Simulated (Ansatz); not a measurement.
Relaxed candidate structures of Cu:

**A**
```
CELL_PARAMETERS angstrom
      0.00000     2.22261     4.22866
      1.23162     0.00000     4.22866
      1.23162     2.22261     0.00000
ATOMIC_POSITIONS crystal
  Cu 0.25000 0.25000 0.25000
  Cu 0.00000 0.00000 0.00000
```

**B**
```
Cu
1.0
   -1.42112     1.42112     1.42112
    1.42112    -1.42112     1.42112
    1.42112     1.42112    -1.42112
Cu
1
Cartesian
  0.00000   0.00000   0.00000
```

**C**
```cif
data_Cu2
_chemical_formula_sum 'Cu2'
_space_group_name_H-M_alt 'P 1'
_space_group_IT_number 1
_cell_length_a 4.97550
_cell_length_b 4.68160
_cell_length_c 2.45863
_cell_angle_alpha 81.993
_cell_angle_beta 68.711
_cell_angle_gamma 29.297
loop_
_space_group_symop_operation_xyz
  'x, y, z'
loop_
_atom_site_label
_atom_site_type_symbol
_atom_site_fract_x
_atom_site_fract_y
_atom_site_fract_z
_atom_site_occupancy
Cu1 Cu 0.13243 0.13243 0.86757 1
Cu2 Cu 0.86757 0.86757 0.13243 1
```

**D**
```
CELL_PARAMETERS angstrom
      2.36927     0.00000     0.00000
      0.00000     2.36927     0.00000
      0.00000     0.00000     2.36927
ATOMIC_POSITIONS crystal
  Cu 0.50000 0.50000 0.50000
```

Question: Order them by energy per atom (lowest first) at the level r2SCAN (plane waves to 500 eV, PAW, scalar-relativistic; Ansatz, a quantum-chemistry and plane-wave program).

Answer: B (reference), A (+0.02 eV/atom), C (+0.14 eV/atom), D (+0.47 eV/atom)

The lowest structure calculated, Fm-3m, cF4, fcc (Cu type), is not among these; it lies 0.04 eV/atom below the lowest of them. Probably no minimum, since a slightly shaken restart fell lower: Im-3m, cI2, bcc (W type) (by 0.04 eV/atom, to Fm-3m); Pm-3m, cP1, AFLOW prototype A_cP1_221_a (A_h) (by 0.51 eV/atom, to Fm-3m). Each run could gain symmetry but not lose that of its start, so entries can be saddle points. All of these are generated cells (placed on structure types, drawn at random, substituted or restacked) that were not matched to a known phase here. Static energies at zero pressure. No spin polarisation in the result.
